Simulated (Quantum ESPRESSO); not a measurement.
# W2Al2RuGa2Zr: one run as intended and one with a planted mistake

Simulated, not a measurement. The program is pw.x of Quantum ESPRESSO 7.5 (plane-wave density functional theory). The cell is made up: eight metal atoms on a face-centred cubic lattice, with elements, volume, strain and displacements drawn at random and not relaxed, so it may be unstable or far from any real phase. PseudoDojo standard norm-conserving files set the functional (PBE unless stated); there is no spin polarisation or spin-orbit coupling, the Fermi-Dirac width of 0.25 eV means electrons at about 2900 K, and the masses in the input are unused placeholders. Heavy elements are run without spin-orbit coupling, which real alloys of them have. A spin test at this wide smearing found no moment, but such smearing suppresses magnetism that the real alloy may have.

Intended input:

```
&control calculation='scf', pseudo_dir='./dojo.nc.sr.pbe.v0_5.standard.upf', outdir='./o', disk_io='minimal', tprnfor=.true., tstress=.true. /
&system ibrav=0, nat=8, ntyp=5, nbnd=57, ecutwfc=84.00895049, nosym=.true., tot_charge=0,
 occupations='smearing', smearing='fd', degauss=0.0183746611
/
&electrons conv_thr=1.470e-08, electron_maxstep=70, mixing_beta=0.5 /
ATOMIC_SPECIES
Al 1.0 Al.upf
Ga 1.0 Ga.upf
Ru 1.0 Ru.upf
W 1.0 W.upf
Zr 1.0 Zr.upf
CELL_PARAMETERS angstrom
0.0 -2.0831 -2.0831
2.0831 4.1662 -2.0831
8.3325 -4.1662 4.1662
ATOMIC_POSITIONS angstrom
W -0.0996 -0.0417 -0.0102
W 4.0982 -2.2563 2.0329
Al 4.2374 -0.0954 -0.1888
Ru 8.3941 -2.0873 1.917
Ga 1.937 -2.0686 0.089
Ga 6.0802 -4.233 2.0962
Al 1.9911 -0.167 -2.0768
Zr 6.3722 -2.1414 -0.1042
K_POINTS automatic
8 5 3 1 1 1
```

The log is shortened where brackets say so; the opening notice, blank lines, dates and the lines on written files are dropped, and the path of the files is cut. It prints rydbergs, bohrs and kilobars, and counts compression as positive stress. Its total energy is the free energy E - TS of the whole cell.

Log of the intended run:

```
     Program PWSCF v.7.5
     Parallel version (MPI & OpenMP), running on       4 processor cores
     Number of MPI processes:                 4
     Threads/MPI process:                     1
     [start-up lines left out]
     bravais-lattice index     =            0
     lattice parameter (alat)  =       5.5670  a.u.
     unit-cell volume          =     976.0023 (a.u.)^3
     number of atoms/cell      =            8
     number of atomic types    =            5
     number of electrons       =        88.00
     number of Kohn-Sham states=           57
     kinetic-energy cutoff     =      84.0090  Ry
     charge density cutoff     =     336.0358  Ry
     scf convergence threshold =      1.5E-08
     mixing beta               =       0.5000
     number of iterations used =            8  plain     mixing
     Exchange-correlation= PBE
                           (   1   4   3   4   0   0   0)
     [axes and pseudopotential details left out]
   Cartesian axes
     site n.     atom                  positions (alat units)
         1        W      tau(   1) = (  -0.0338091  -0.0141550  -0.0034624  )
         2        W      tau(   2) = (   1.3911310  -0.7658994   0.6900664  )
         3        Al     tau(   3) = (   1.4383824  -0.0323835  -0.0640880  )
         4        Ru     tau(   4) = (   2.8493711  -0.7085325   0.6507243  )
         5        Ga     tau(   5) = (   0.6575132  -0.7021848   0.0302110  )
         6        Ga     tau(   6) = (   2.0639195  -1.4368888   0.7115536  )
         7        Al     tau(   7) = (   0.6758774  -0.0566880  -0.7049683  )
         8        Zr     tau(   8) = (   2.1630387  -0.7268967  -0.0353706  )
     number of k points=    60  Fermi-Dirac smearing, width (Ry)=  0.0184
                       cart. coord. in units 2pi/alat
        k(    1) = (   0.0905972  -0.0125214  -0.0758669), wk =   0.0333333
        k(    2) = (  -0.0861779   0.0464036  -0.1347920), wk =   0.0333333
     [further k points left out]
     Dense  grid:   101475 G-vectors     FFT dimensions: (  36,  60, 120)
     Estimated max dynamical RAM per process >     344.85 MB
     Estimated total dynamical RAM >       1.27 GB
     Initial potential from superposition of free atoms
     starting charge      87.9856, renormalised to      88.0000
     Starting wfcs are   66 randomized atomic wfcs
     total cpu time spent up to now is        5.6 secs
     per-process dynamical memory:   272.7 Mb
     Self-consistent Calculation
     iteration #  1     ecut=    84.01 Ry     beta= 0.50
     Davidson diagonalization with overlap
     ethr =  1.00E-02,  avg # of iterations =  2.9
     total cpu time spent up to now is       16.3 secs
     total energy              =    -920.57698441 Ry
     estimated scf accuracy    <       2.16532871 Ry
     iteration #  2     ecut=    84.01 Ry     beta= 0.50
     Davidson diagonalization with overlap
     ethr =  2.46E-03,  avg # of iterations =  7.1
     total cpu time spent up to now is       30.7 secs
     total energy              =    -918.00893878 Ry
     estimated scf accuracy    <      90.34891779 Ry
     [iterations 3 to 16 left out]
     iteration # 17     ecut=    84.01 Ry     beta= 0.50
     Davidson diagonalization with overlap
     ethr =  4.27E-11,  avg # of iterations =  2.0
     total cpu time spent up to now is      187.7 secs
     total energy              =    -921.92038065 Ry
     estimated scf accuracy    <       0.00000007 Ry
     iteration # 18     ecut=    84.01 Ry     beta= 0.50
     Davidson diagonalization with overlap
     ethr =  4.27E-11,  avg # of iterations =  1.0
     total cpu time spent up to now is      195.9 secs
     End of self-consistent calculation
     [lines on levels left out]
!    total energy              =    -921.92038065 Ry
     estimated scf accuracy    <          3.0E-10 Ry
     smearing contrib. (-TS)   =      -0.09157785 Ry
     internal energy E=F+TS    =    -921.82880280 Ry
     The total energy is F=E-TS. E is the sum of the following terms:
     one-electron contribution =    -414.13359209 Ry
     hartree contribution      =     258.91995325 Ry
     xc contribution           =    -208.17301456 Ry
     ewald contribution        =    -558.44214940 Ry
     convergence has been achieved in  18 iterations
     Forces acting on atoms (cartesian axes, Ry/au):
     atom    1 type  4   force =    -0.01394148   -0.01077278    0.00579566
     atom    2 type  4   force =    -0.00568521    0.03048719   -0.03692582
     atom    3 type  1   force =    -0.01203196   -0.00484395    0.01473606
     atom    4 type  3   force =     0.02613861   -0.01016608    0.01508147
     atom    5 type  2   force =     0.00850089    0.00135725   -0.00581459
     atom    6 type  2   force =     0.08021966    0.02659614   -0.03889209
     atom    7 type  1   force =    -0.04183419    0.01478194   -0.00960149
     atom    8 type  5   force =    -0.04136631   -0.04743971    0.05562080
     Total force =     0.148148     Total SCF correction =     0.000076
     Computing stress (Cartesian axis) and pressure
          total   stress  (Ry/bohr**3)                   (kbar)     P=     -105.33
  -0.00066312   0.00016918  -0.00026682          -97.55       24.89      -39.25
   0.00016918  -0.00078068   0.00008187           24.89     -114.84       12.04
  -0.00026682   0.00008187  -0.00070421          -39.25       12.04     -103.59
     init_run     :      5.27s CPU      5.45s WALL (       1 calls)
     electrons    :    189.92s CPU    190.31s WALL (       1 calls)
     forces       :      1.94s CPU      1.95s WALL (       1 calls)
     stress       :      6.82s CPU      6.97s WALL (       1 calls)
     [timing details left out]
     PWSCF        :   3m24.08s CPU   3m24.84s WALL
     JOB DONE.
```

A second run has one planted mistake: the cell and the positions are scaled by a wrong factor. The input lines that differ:

```
- 0.0 -2.0831 -2.0831
- 2.0831 4.1662 -2.0831
- 8.3325 -4.1662 4.1662
+ 0.0 -2.1131 -2.1131
+ 2.1131 4.2262 -2.1131
+ 8.4525 -4.2262 4.2262
- W -0.0996 -0.0417 -0.0102
- W 4.0982 -2.2563 2.0329
- Al 4.2374 -0.0954 -0.1888
- Ru 8.3941 -2.0873 1.917
- Ga 1.937 -2.0686 0.089
- Ga 6.0802 -4.233 2.0962
- Al 1.9911 -0.167 -2.0768
- Zr 6.3722 -2.1414 -0.1042
+ W -0.101 -0.0423 -0.0103
+ W 4.1572 -2.2888 2.0622
+ Al 4.2984 -0.0968 -0.1915
+ Ru 8.515 -2.1174 1.9446
+ Ga 1.9649 -2.0984 0.0903
+ Ga 6.1678 -4.294 2.1264
+ Al 2.0198 -0.1694 -2.1067
+ Zr 6.464 -2.1722 -0.1057
```

Its log:

```
     Program PWSCF v.7.5
     Parallel version (MPI & OpenMP), running on       4 processor cores
     Number of MPI processes:                 4
     Threads/MPI process:                     1
     [start-up lines left out]
     bravais-lattice index     =            0
     lattice parameter (alat)  =       5.6472  a.u.
     unit-cell volume          =    1018.7804 (a.u.)^3
     number of atoms/cell      =            8
     number of atomic types    =            5
     number of electrons       =        88.00
     number of Kohn-Sham states=           57
     kinetic-energy cutoff     =      84.0090  Ry
     charge density cutoff     =     336.0358  Ry
     scf convergence threshold =      1.5E-08
     mixing beta               =       0.5000
     number of iterations used =            8  plain     mixing
     Exchange-correlation= PBE
                           (   1   4   3   4   0   0   0)
     [axes and pseudopotential details left out]
   Cartesian axes
     site n.     atom                  positions (alat units)
         1        W      tau(   1) = (  -0.0337976  -0.0141549  -0.0034467  )
         2        W      tau(   2) = (   1.3911241  -0.7659013   0.6900741  )
         3        Al     tau(   3) = (   1.4383739  -0.0323922  -0.0640817  )
         4        Ru     tau(   4) = (   2.8493750  -0.7085457   0.6507216  )
         5        Ga     tau(   5) = (   0.6575146  -0.7021877   0.0302171  )
         6        Ga     tau(   6) = (   2.0639313  -1.4369015   0.7115574  )
         7        Al     tau(   7) = (   0.6758858  -0.0566863  -0.7049651  )
         8        Zr     tau(   8) = (   2.1630487  -0.7268834  -0.0353704  )
     number of k points=    60  Fermi-Dirac smearing, width (Ry)=  0.0184
                       cart. coord. in units 2pi/alat
        k(    1) = (   0.0905973  -0.0125214  -0.0758669), wk =   0.0333333
        k(    2) = (  -0.0861779   0.0464036  -0.1347920), wk =   0.0333333
     [further k points left out]
     Dense  grid:   106055 G-vectors     FFT dimensions: (  36,  60, 120)
     Estimated max dynamical RAM per process >     358.44 MB
     Estimated total dynamical RAM >       1.32 GB
     Initial potential from superposition of free atoms
     starting charge      87.9856, renormalised to      88.0000
     Starting wfcs are   66 randomized atomic wfcs
     total cpu time spent up to now is        5.7 secs
     per-process dynamical memory:   283.0 Mb
     Self-consistent Calculation
     iteration #  1     ecut=    84.01 Ry     beta= 0.50
     Davidson diagonalization with overlap
     ethr =  1.00E-02,  avg # of iterations =  2.9
     total cpu time spent up to now is       16.7 secs
     total energy              =    -920.59947579 Ry
     estimated scf accuracy    <       2.06811247 Ry
     iteration #  2     ecut=    84.01 Ry     beta= 0.50
     Davidson diagonalization with overlap
     ethr =  2.35E-03,  avg # of iterations =  7.4
     total cpu time spent up to now is       31.3 secs
     total energy              =    -918.11520390 Ry
     estimated scf accuracy    <      90.21132350 Ry
     [iterations 3 to 16 left out]
     iteration # 17     ecut=    84.01 Ry     beta= 0.50
     Davidson diagonalization with overlap
     ethr =  3.41E-11,  avg # of iterations =  2.0
     total cpu time spent up to now is      184.8 secs
     total energy              =    -921.88386360 Ry
     estimated scf accuracy    <       0.00000009 Ry
     iteration # 18     ecut=    84.01 Ry     beta= 0.50
     Davidson diagonalization with overlap
     ethr =  3.41E-11,  avg # of iterations =  1.0
     total cpu time spent up to now is      192.7 secs
     End of self-consistent calculation
     [lines on levels left out]
!    total energy              =    -921.88386361 Ry
     estimated scf accuracy    <          3.6E-10 Ry
     smearing contrib. (-TS)   =      -0.09667465 Ry
     internal energy E=F+TS    =    -921.78718896 Ry
     The total energy is F=E-TS. E is the sum of the following terms:
     one-electron contribution =    -425.68230071 Ry
     hartree contribution      =     262.33003297 Ry
     xc contribution           =    -207.91869250 Ry
     ewald contribution        =    -550.51622872 Ry
     convergence has been achieved in  18 iterations
     Forces acting on atoms (cartesian axes, Ry/au):
     atom    1 type  4   force =    -0.01832630   -0.01209556    0.00828438
     atom    2 type  4   force =    -0.00330486    0.02251960   -0.03029532
     atom    3 type  1   force =    -0.00440929   -0.00365989    0.01195964
     atom    4 type  3   force =     0.02818538   -0.00348437    0.00709876
     atom    5 type  2   force =     0.00648863    0.00236049   -0.00430798
     atom    6 type  2   force =     0.06942014    0.02290654   -0.03322995
     atom    7 type  1   force =    -0.04283549    0.01357351   -0.00897234
     atom    8 type  5   force =    -0.03521821   -0.04212032    0.04946283
     Total force =     0.130746     Total SCF correction =     0.000094
     Computing stress (Cartesian axis) and pressure
          total   stress  (Ry/bohr**3)                   (kbar)     P=     -144.33
  -0.00093637   0.00015056  -0.00023584         -137.74       22.15      -34.69
   0.00015056  -0.00103570   0.00006876           22.15     -152.36       10.11
  -0.00023584   0.00006876  -0.00097134          -34.69       10.11     -142.89
     init_run     :      5.26s CPU      5.43s WALL (       1 calls)
     electrons    :    186.59s CPU    187.02s WALL (       1 calls)
     forces       :      1.92s CPU      1.93s WALL (       1 calls)
     stress       :      6.89s CPU      6.89s WALL (       1 calls)
     [timing details left out]
     PWSCF        :   3m20.97s CPU   3m21.64s WALL
     JOB DONE.
```

|  | intended run | run with the mistake |
| --- | --- | --- |
| free energy (eV) | -12543.366 | -12542.869 |
| entropy term -TS, part of it (eV) | -1.246 | -1.315 |
| pressure (GPa) | -10.53 | -14.43 |
| size of the largest force component (eV/Å) | 2.063 | 1.785 |
| largest change of a force component (eV/Å) |  | 0.278 |
| iterations | 18 | 18 |

For scale, a rerun of the intended cell at a higher cutoff and on a denser mesh moved values by no more than 0.002 eV in energy, 0.05 GPa in stress and 0.006 eV/Å in force, and a second program with other atomic files agreed on that cell to 2 % rms in force and 0.5 GPa in pressure.